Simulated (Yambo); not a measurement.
Yambo run on a free-standing CdO2H2 monolayer (symmetry P-3m1, slab cell 17.3 Å high). The wavefunctions come from this Quantum ESPRESSO step (PBEsol, PseudoDojo standard norm-conserving files, fully relativistic):

```
&CONTROL
  calculation = 'nscf'
  pseudo_dir = './pseudo'
  outdir = './out'
/
&SYSTEM
  ibrav = 0
  nat = 5
  ntyp = 3
  ecutwfc = 102.0
  ecutrho = 408.0
  occupations = 'fixed'
  force_symmorphic = .true.
  nbnd = 190
  noncolin = .true.
  lspinorb = .true.
  assume_isolated = '2D'
/
&ELECTRONS
  conv_thr = 5e-09
  diago_full_acc = .true.
  diago_thr_init = 1e-08
/
ATOMIC_SPECIES
H 1.0080 H.upf
O 15.9990 O.upf
Cd 112.4140 Cd.upf
CELL_PARAMETERS angstrom
  3.509268279424   0.000000000000   0.000000000000
 -1.754634139712   3.039115478676   0.000000000000
  0.000000000000   0.000000000000  17.300000000000
ATOMIC_POSITIONS crystal
H   0.666666667000   0.333333333000  -0.118460674000
H   0.333333333667   0.666666666333   0.118460674000
O   0.666666667000   0.333333333000  -0.062637690200
O   0.333333333667   0.666666666333   0.062637690200
Cd   0.000000000333   0.000000000000   0.000000000000
K_POINTS automatic
6 6 1 0 0 0
```

Yambo input:

```
rim_cut
gw0
dyson
el_el_corr
HF_and_locXC
ppa
em1d
rim_w
RandQpts= 1000000
RandGvec= 2 Ry
CUTGeo= "slab z"
EXXRLvcs= 102 Ry
VXCRLvcs= 408 Ry
Chimod= "HARTREE"
% BndsRnXp
 9 | 188 |
%
NGsBlkXp= 6 Ry
% LongDrXp
 1.0 | 1.0 | 0.0 |
%
RandGvecW= 1000 mRy
PPAPntXp= 27.2114 eV
% GbndRnge
 1 | 188 |
%
GTermKind= "BG"
DysSolver= "n"
ExtendOut
% QPkrange
 1 | 1 | 32 | 36 |
 4 | 4 | 34 | 35 |
 7 | 7 | 34 | 35 |
%
```

k points by index: 1 = Γ, 4 = M, 7 = K.

The o-*.qp file then holds:

```
#    K-point    Band    Eo [eV]    E [eV]    E-Eo [eV]    Vxc [eV]    Vnlxc [eV]    Sc|Eo [eV]    Sc|E [eV]    dSc/dw|Eo [eV]    Re(Z)    Im(Z)
#
    1    32    -0.054634    -1.616844    -1.562211    -21.57182    -27.33654    3.817146    4.202504    -6.711672    0.802148    -0.001444
    1    33    -0.67445E-12    -1.575933    -1.575933    -21.73980    -27.53636    3.833352    4.220621    -6.686231    0.802750    -0.001436
    1    34    0.000000    -1.575933    -1.575933    -21.73980    -27.53636    3.833352    4.220621    -6.686231    0.802750    -0.001436
    1    35    2.231226    3.489466    1.258239    -8.665054    -5.282641    -1.961809    -2.124174    -3.511143    0.885713    -0.956104E-3
    1    36    2.231226    3.489466    1.258239    -8.665054    -5.282641    -1.961809    -2.124174    -3.511143    0.885713    -0.956104E-3
    4    34    -0.055206    -1.596869    -1.541663    -21.29118    -27.05671    3.840838    4.223864    -6.759941    0.801008    -0.001453
    4    35    6.157311    7.593798    1.436487    -7.270965    -3.432418    -2.218776    -2.402060    -3.465743    0.886903    -0.010405
    7    34    -1.127552    -2.894595    -1.767043    -20.25980    -26.31254    3.847701    4.285695    -6.744129    0.801380    -0.001531
    7    35    7.259586    9.897011    2.637426    -16.23749    -10.38407    -2.747260    -3.215988    -4.835550    0.849106    -0.002031
```
(The two width columns are left out.) Convergence of these settings isn't established.

Geometry relaxed with PBEsol.

This is a model layer cut from the bulk structure; whether it is stable on its own was not checked.
